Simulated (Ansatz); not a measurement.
The start is a generated cell, Pb built in the beta-Sn structure type. A full variable-cell relaxation at zero pressure is run with PBEsol (plane waves to 420 eV, PAW, scalar-relativistic; Ansatz, a program for electronic structure). First-step values are on the input's coarse k-mesh.

Ansatz input (later rounds restart from its end on a renewed k-mesh):
Ansatz 0.2 input:
```yaml
crystal:
  lattice:
    - [-3.078532, 3.078532, 1.679684]
    - [3.078532, -3.078532, 1.679684]
    - [3.078532, 3.078532, -1.679684]
  atoms:
    - { symbol: Pb, position: [0.75, 0.25, 0.5] }
    - { symbol: Pb, position: [0, 0, 0] }
basis: { ecutwfc: 420, ecutrho_ratio: 4, xc_grid: 2, fft_grid_basis: typed }
kpoints: { mp_grid: { grid: [11, 11, 11] } }
hamiltonian:
  xc: pbesol
  dispersion: none
  pseudopotentials: { azcp: { folder: ./paw }, kind: paw }
scf: { occupations: { method: fermi_dirac, width: 0.05 } }
relax: { f_tol: 0.01, max_steps: 100, cell: { stress_tol: 0.02 } }
output: { forces: true, stress: true }
```

Question: By how much does the energy per atom fall from start to end?

Answer: Under 0.01 eV/atom.

Question: How does the volume per atom move from start to end?

Answer: -2.1 %, from 31.84 to 31.16 Å³/atom.

Question: How do the shortest distances between atoms change?

Answer: The closest pairs of elements (up to four, under 3.6 Å), start → end: Pb–Pb 3.19 → 3.18 Å.

Question: Give the final cell and atomic positions.

Answer: 
Space group I4₁/amd, origin choice 1 (No. 141); a = b = 6.1533 Å, c = 3.2919 Å, α = β = γ = 90.00°

```tsv
atom	site	symmetry	x	y	z
Pb	4a	-4m2	0.0000	0.0000	0.0000
```
(The calculation used a cell of 2 atoms; values per cell refer to that cell.)

The space group stays I4₁/amd (No. 141) (the run could not lower it); the end is AFLOW prototype A_tI4_141_a (A5, as in Sn), with 2 atoms in the primitive cell. Final values are on a 16×16×16 k-mesh of the relaxed cell. No spin polarisation in the result.

The run could not lower the symmetry of its start; a shaken copy of this end point relaxes with PBEsol to P6/mmm (No. 191), 0.03 eV/atom lower.

The relaxed structure here is a generated cell of Pb: the first start was made by placing the elements on the sites of a structure type, and the end was not matched to a known phase here, so it may be hypothetical. Known forms of Pb include space group No. 225.
